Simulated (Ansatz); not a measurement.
MgBr$_{2}$ (CdI2 type)

```yaml
crystal:
  lattice:
    - [3.82788, 0.00000, 0.00000]
    - [-1.91394, 3.31504, 0.00000]
    - [0.00000, 0.00000, 6.26170]
  atoms:
    - { symbol: Mg, position: [0.00000, 0.00000, 0.00000] }
    - { symbol: Br, position: [0.33333, 0.66667, 0.23946] }
    - { symbol: Br, position: [0.66667, 0.33333, 0.76054] }
```

The slice is a (0001) plane (indices of the conventional cell) through the point (0.333, 0.667, 0.239) (fractional), spanned by u = [110] and v = [1 -1 0] in vectors of this cell: u (3.83 Å) and v (6.63 Å, at 90° to u). It covers one period; positions are fractions (u, v).

All values below come from r2SCAN+rVV10 (plane waves to 500 eV, PAW, scalar-relativistic; Ansatz, a program for electronic structure). k mesh 10×10×6. Near the nuclei the fields are pseudised (PAW); where an atom keeps semicore shells as valence, they peak there. MgBr2 was relaxed with its symmetry unable to fall.

Problem. Predict the map of the electrostatic potential energy of an electron, from the cell's mean on the slice.

Solution. 
```tsv
v \ u	0.00	0.11	0.22	0.33	0.44	0.56	0.67	0.78	0.89
0.88	x	x	2.7	6.3	7.2	7.2	6.3	2.7	x
0.75	4.9	5.3	6.1	6.7	6.8	6.8	6.7	6.1	5.3
0.62	4.6	4.9	4.2	-0.6	x	x	-0.6	4.2	4.9
0.50	6.3	5.6	0.0	x	x	x	x	0.0	5.6
0.38	7.3	6.9	5.1	-0.5	x	x	-0.5	5.1	6.9
0.25	6.8	6.8	6.5	5.7	5.0	5.0	5.7	6.5	6.8
0.12	x	x	2.3	4.9	4.7	4.7	4.9	2.3	x
0.00	x	x	x	3.9	6.2	6.2	3.9	x	x
```

Values: electrostatic potential energy of an electron, from the cell's mean, in eV. Points within 1 Å of a nucleus are blanked (x), as the pseudised field means little there. Values under -1 eV are set to -1. The zero, the cell's mean, hangs on the PAW cores.
